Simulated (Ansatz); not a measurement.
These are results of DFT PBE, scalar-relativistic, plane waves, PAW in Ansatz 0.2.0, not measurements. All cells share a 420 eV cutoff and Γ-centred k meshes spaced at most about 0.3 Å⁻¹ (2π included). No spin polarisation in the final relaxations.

All energies are static (0 K, no zero-point motion). All come from trial cells, and lower structures may exist.

Question: Which of these relaxed structures of MgSnO2 is the lowest in energy?
A.

```
CELL_PARAMETERS angstrom
3.18412 0.00000 0.00000
-1.59206 2.75753 0.00000
0.00000 0.00000 5.93867
ATOMIC_POSITIONS crystal
Mg 0.00000 0.00000 0.00000
Sn 0.00000 0.00000 0.50000
O 0.33333 0.66667 0.80170
O 0.66667 0.33333 0.19830
```

B.

```
CELL_PARAMETERS angstrom
1.58563 0.91546 6.19550
-1.58563 0.91546 6.19550
0.00000 -1.83093 6.19550
ATOMIC_POSITIONS crystal
Mg 0.00000 0.00000 0.00000
Sn 0.50000 0.50000 0.50000
O 0.60931 0.60931 0.60931
O 0.39069 0.39069 0.39069
```

Answer: B. It has the delafossite type, space group R-3m (No. 166); the next, A, with space group P-3m1 (No. 164), lies 192 meV/atom higher. Counting O atoms around Mg and Sn (those within 1.25 times the shortest such distance or 1.15 times the sum of covalent radii; the shortest distance is added where it is long for a bond), the lowest has Mg 6, Sn 2 and the next has Mg 6, Sn 6 from 2.6 Å.

Cells relaxed within their symmetry can be saddle points. The R-3m cell of MgSnO2 came from shaking the P-3m1 one. Some structure types and database cells were kept out of the candidates from the start, so a known form may be missing.
